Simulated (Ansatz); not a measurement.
The start is a generated cell, PtS2 placed in the anatase structure type. The structure is fully relaxed (lattice and positions, P = 0) with r2SCAN (plane waves to 500 eV, PAW, scalar-relativistic; Ansatz, a program for electronic structure). The first steps use a 10×10×10 k-mesh.

The start:
```
CELL_PARAMETERS angstrom
     -2.41053     2.41053     6.05913
      2.41053    -2.41053     6.05913
      2.41053     2.41053    -6.05913
ATOMIC_POSITIONS crystal
  Pt 0.50000 0.50000 0.00000
  Pt 0.25000 0.75000 0.50000
  S  0.29190 0.29190 0.00000
  S  0.04190 0.54190 0.50000
  S  0.45810 0.95810 0.50000
  S  0.70810 0.70810 0.00000
```

```json
{
  "initial_pressure": "-9.9 GPa (negative: the cell is under tension)",
  "largest_initial_force": "1.23 eV/Å, on S3, S4, S5, S6 (atoms numbered as listed)",
  "energy_released": "0.13 eV/atom",
  "volume_change": "-8.8 %, from 23.47 to 21.41 Å³/atom",
  "band_gap_at_the_end": "zero (metallic)",
  "optimiser_moves": "7"
}
```

Final values are on a 14×14×14 k-mesh of the relaxed cell. No spin polarisation in the result.

The run could not lose the symmetry of its start, so the end can be a saddle point.

The relaxed structure here is a generated cell of PtS2: the first start was made by placing the elements on the sites of a structure type, and the end was not matched to a known phase here, so it may be hypothetical. Known forms of PtS2 include space group No. 164.
